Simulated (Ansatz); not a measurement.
Y$_{3}$Si$_{5}$:
```cif
data_Si5Y3
_chemical_formula_sum 'Y3 Si5'
_space_group_name_H-M_alt 'P 1'
_space_group_IT_number 1
_cell_length_a 6.63977
_cell_length_b 6.63977
_cell_length_c 4.16474
_cell_angle_alpha 90.000
_cell_angle_beta 90.000
_cell_angle_gamma 120.000
loop_
_space_group_symop_operation_xyz
  'x, y, z'
loop_
_atom_site_label
_atom_site_type_symbol
_atom_site_fract_x
_atom_site_fract_y
_atom_site_fract_z
_atom_site_occupancy
Y1 Y 0.00000 0.64929 0.00000 1
Y2 Y 0.64929 0.00000 0.00000 1
Y3 Y 0.35071 0.35071 0.00000 1
Si1 Si 0.66667 0.33333 0.50000 1
Si2 Si 0.33333 0.66667 0.50000 1
Si3 Si 0.00000 0.28303 0.50000 1
Si4 Si 0.28303 0.00000 0.50000 1
Si5 Si 0.71697 0.71697 0.50000 1
```

Relaxed with r²SCAN.

Task: Tabulate the valence density and the electron localisation function along the shortest Si–Si contact (2.40 Å), plane-wave PAW r²SCAN (Ansatz code).

Result: 

| distance from Si (Å) | density (e/Å³) | ELF |
|---|---|---|
| 0.24 | 0.09 | 0.30 |
| 0.36 | 0.17 | 0.23 |
| 0.48 | 0.27 | 0.32 |
| 0.60 | 0.37 | 0.49 |
| 0.72 | 0.45 | 0.67 |
| 0.84 | 0.48 | 0.77 |
| 0.96 | 0.49 | 0.80 |
| 1.08 | 0.47 | 0.81 |
| 1.20 | 0.47 | 0.80 |
| 1.32 | 0.47 | 0.79 |
| 1.44 | 0.47 | 0.77 |
| 1.56 | 0.46 | 0.71 |
| 1.68 | 0.43 | 0.60 |
| 1.80 | 0.35 | 0.42 |
| 1.92 | 0.25 | 0.27 |
| 2.04 | 0.15 | 0.21 |
| 2.16 | 0.08 | 0.30 |

The density is the valence pseudo-density with augmentation charge, so density and ELF within about 1 Å of a nucleus are not all-electron values.

Space group P-62m. The start of the workflow was typed in or built on a structure type; neither database checked (COD, Materials Project) lists it. Whether it is the stable phase at ambient conditions was not checked. The r²SCAN relaxation kept the symmetry of its start; its stability against distortions is not shown here. The run is not spin-polarised.

Potentials: the later of the program's two PAW sets.
